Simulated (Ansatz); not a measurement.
CdS:
```
CELL_PARAMETERS angstrom
      0.00000     2.72677     2.72677
      2.72677     0.00000     2.72677
      2.72677     2.72677     0.00000
ATOMIC_POSITIONS crystal
  Cd 0.00000 0.00000 0.00000
  S  0.50000 0.50000 0.50000
```

Relaxed with HSE06. Special points in fractions of this cell's reciprocal vectors: Γ (0.000, 0.000, 0.000); X (0.500, 0.000, 0.500); U (0.625, 0.250, 0.625); K (0.375, 0.375, 0.750); L (0.500, 0.500, 0.500); W (0.500, 0.250, 0.750).

Q: List the band energies nearest the valence-band maximum at these points for plane-wave PAW HSE06 (Ansatz code).

A: In eV from the valence-band maximum; about four levels below and three above (degenerate sets whole), none deeper than 8.9 eV; … stands for higher levels left out; points with the same levels are listed once.

```csv
k,below,above
Γ,-8.87 -8.87 -8.87 -0.79 -0.79 -0.79,1.98 …
X,-7.80 -4.65 -2.32 -2.32,1.23 6.91 11.32
U,-8.12 -4.00 -3.75 -1.52,3.13 7.66 9.93
L,-8.66 -8.66 -5.30 -0.01 -0.01,4.41 6.99 6.99
W,-8.01 -3.52 -3.52 -2.94,4.52 7.96 …
```

Space group Fm-3m (rock salt). This is a known high-pressure phase of the composition, computed here at zero pressure and temperature. The cell was relaxed with HSE06 under the symmetry of its start; whether a distortion lowers the energy is not shown. The hybrid was solved on a coarse mesh, the path and, where they were found, the r²SCAN edge points; its band edges are the extreme levels among these. Scalar-relativistic: spin–orbit coupling is off unless named, which matters more the heavier the elements.

Potentials: the later of the program's two PAW sets.
